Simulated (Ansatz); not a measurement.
## Ta: opening a crack plane

Ta, Im-3m, a = 3.305 Å. Ansatz: r2SCAN, PAW, 500 eV, Γ-centred 22×22×7 mesh on 4 atoms, Gaussian smearing 0.15 eV; no spin polarisation. One cut on (011) per cell of 4 atoms is opened rigidly by x, between planes of Ta and Ta that stand 2.34 Å apart; y is the energy per area (7.722 Å², 1 eV/Å² = 16.02 J/m²).

```tsv
x (Å)	y (J/m²)
0.00	0.000
0.25	?
0.50	0.870
1.00	2.389
1.50	3.598
2.00	4.352
3.00	5.003
4.50	5.220
6.00	5.244
```

Task: Fit the universal binding curve y = W[1 − (1 + x/l) e^(−x/l)] to the other rows, give the peak stress, and predict the missing value.

Result: Least squares gives W = 5.28 J/m² and l = 0.645 Å. The stress dy/dx peaks at x = l with W/(e l) = 30.1 GPa, for rigid faces. At x = 0.25: x/l = 0.388, y = 0.308 J/m². The run gave 0.250 J/m², so the fit is 0.058 J/m² too high, within twice the rms miss on the fitted rows (0.046 J/m²).

Spin–orbit coupling is left out, which can shift energies with elements as heavy as these.

Cost: 10 runs of about 10 core-minutes in all, on AMD EPYC 9R45 (Zen 5) (shared hosts).